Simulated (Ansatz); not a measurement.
PbS (rock salt, Fm-3m), a = 5.9743 Å, b = 5.9743 Å, c = 5.9743 Å, α = 90.00°, β = 90.00°, γ = 90.00°; the cell used has 2 atoms.

Relaxed with r²SCAN. Plane-wave PAW r²SCAN (Ansatz code) gives a gap of 0.69 eV.

### Question
What gap does HSE06 give on the same cell (Ansatz, PAW)?

### Answer
0.88 eV, 0.18 eV more. The hybrid was solved on a coarser mesh and at special points; its gap is the smallest among all of these.

```
k  v1 r²SCAN  c1 r²SCAN  v1 HSE06  c1 HSE06
-  ---------  ---------  --------  --------
Γ      -2.21       5.51         …         …
X      -3.46       4.24         …         …
L       0.00       0.69      0.00      0.88
W      -1.05       2.49         …         …
K      -2.47       3.63         …         …
```

### Question
Top valence (v1) and lowest conduction level (c1) in eV from each method's valence maximum (which need not be a listed point): supply the withheld HSE06 values.

### Answer

- Γ, v1 HSE06: -2.42
- Γ, c1 HSE06: 5.99
- K, v1 HSE06: -2.66
- K, c1 HSE06: 3.97
- X, v1 HSE06: -3.77
- X, c1 HSE06: 4.48
- W, v1 HSE06: -1.16
- W, c1 HSE06: 2.78

Cost on shared cores: the r²SCAN run (SCF on a 8×8×8 mesh, then bands and DOS) about 22 core-seconds (a rough figure), the HSE06 run (SCF on 6×6×6, then a few points) very roughly 2.1 core-minutes; the tasks are unlike.

The r²SCAN relaxation kept the symmetry of its start. Scalar-relativistic: spin–orbit coupling is off unless named, which matters more the heavier the elements.

Potentials: the later of the program's two PAW sets.
